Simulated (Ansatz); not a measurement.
An elastic tensor (GPa, Voigt order, standard axes) from plane-wave PAW r²SCAN (Ansatz code):

```
 127  58.4  44.3   0.0   0.0   0.0
58.4   127  44.3   0.0   0.0   0.0
44.3  44.3   151   0.0   0.0   0.0
 0.0   0.0   0.0  29.5   0.0   0.0
 0.0   0.0   0.0   0.0  29.5   0.0
 0.0   0.0   0.0   0.0   0.0  34.3
```

Problem. Which compound is it?
(A) TiC, P6_3/mmc (Ti on 2c, C on 2d)
(B) ZnS, wurtzite
(C) CdTe, wurtzite
(D) GaN, wurtzite

Solution. B, ZnS, wurtzite

Space group P6_3mc (wurtzite). The cell was relaxed with r²SCAN under the symmetry of its start.

Potentials: the earlier of the program's two PAW sets. The files were generated under PBE; for other functionals the program regenerates the frozen cores, and for LDA and PBEsol the local potential too.
